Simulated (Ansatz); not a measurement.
## How much do the gradients of CaMn₂P₂H₄O₁₀ depend on the method?

Cell: a Materials Project structure (computed, not necessarily an observed phase).

```xyz
19
Lattice="5.4044 0.0000 0.0000 1.6437 5.4566 0.0000 2.6001 1.4164 7.6414" Properties=species:S:1:pos:R:3 pbc="T T T"
Ca    3.1375    5.0954    0.9790
Mn    4.5827    2.9727    4.2407
Mn    3.4603    4.3005    7.4766
H     7.0221    3.4563    2.4997
H     5.9098    4.6953    2.1508
H     7.4060    3.3379    5.3918
H     2.8243    2.0036    5.9279
P     3.6896    1.5758    1.5073
P     6.1973    5.4951    5.7784
O     2.5935    1.7197    0.4081
O     4.9202    5.7642    2.3227
O     7.1429    5.4003    7.0120
O     5.0587    1.0915    4.7946
O     3.6483    2.8761    2.3941
O     5.1216    1.3702    0.9520
O     6.1055    4.1074    5.0520
O     4.7952    5.8663    6.4008
O     2.9284    2.9719    5.6468
O     6.6016    3.9865    1.7947
```

Atoms are numbered from 1 in the order listed; like atoms form one site, named after its first atom.

First run. All values are calculated (Ansatz; DFT, PBE, plane waves and PAW, scalar-relativistic, collinear spin, 420 eV cutoff, Γ-centred 5×4×3 k-points, Fermi–Dirac smearing 0.02 eV), not measured. Start moments as typed (μB): 0 -5 5 0 0 0 0 0 0 0 0 0 0 0 0 0 0 0 0 by atom.

```csv
site,atom,V_zz (10²¹ V/m²),η,m (μB)
Ca,1,-3.10,0.17,0.00
Mn2,2,5.44,0.56,-3.95
Mn3,3,-3.95,0.92,4.11
H4,4,3.92,0.06,0.00
H5,5,1.55,0.18,0.00
P8,8,-1.05,0.81,0.00
P9,9,-1.60,0.44,0.00
O12,12,9.10,0.50,0.03
O13,13,9.58,0.32,-0.05
O14,14,8.85,0.44,-0.03
O15,15,9.24,0.29,0.03
O16,16,9.46,0.69,-0.03
O18,18,-9.36,0.81,0.00
O19,19,-11.75,0.96,0.01
```

Second run. The same atoms and settings, except that the functional is r2SCAN and the cutoff is 500 eV.

(1) Given the first result, estimate the second.

Answers

(1) 

```
site  atom    V_zz     η  change of V_zz  m (μB)
  Ca     1   -3.13  0.18           -0.03    0.00
 Mn2     2    5.77  0.62           +0.33   -4.04
 Mn3     3   -4.28  0.86           -0.33    4.19
  H4     4    3.83  0.06           -0.09    0.00
  H5     5    1.44  0.19           -0.11    0.00
  P8     8   -1.13  0.81           -0.08    0.00
  P9     9   -1.72  0.43           -0.12    0.00
 O12    12    9.33  0.47           +0.23    0.02
 O13    13    9.73  0.31           +0.15   -0.04
 O14    14    9.10  0.40           +0.25   -0.02
 O15    15    9.41  0.25           +0.17    0.03
 O16    16    9.59  0.67           +0.13   -0.03
 O18    18   -9.90  0.79           -0.54    0.00
 O19    19  -12.15  0.97           -0.40    0.01
```

The largest change of V_zz is on O18, from -9.36 to -9.90. In per cent, |V_zz| changes by +1 on Ca, +6 to +8 on Mn, -7 to -2 on H, +8 on P, +1 to +6 on O (all sites that start above 0.5). The table leaves out 5 of the 19 sites, with |V_zz| up to 9.79; their tensors move by 0.27 at most along any direction. The statements above cover all sites.

The lattice is static: at room temperature water may turn and average the couplings of its hydrogen. The magnetic order is the one that the run reached from its start moments, not necessarily the measured one.
For the first run: The largest force is 0.5 eV/Å, so the atoms aren't at the calculated equilibrium and relaxing them would move these values.
For the second run: At this cell the principal stresses reach 5 GPa in size with r2SCAN, which can matter for small gradients. The largest force is 0.6 eV/Å, so the atoms aren't at the calculated equilibrium and relaxing them would move these values. The program didn't check the stability of this electronic state in full, so a lower one may lie near.
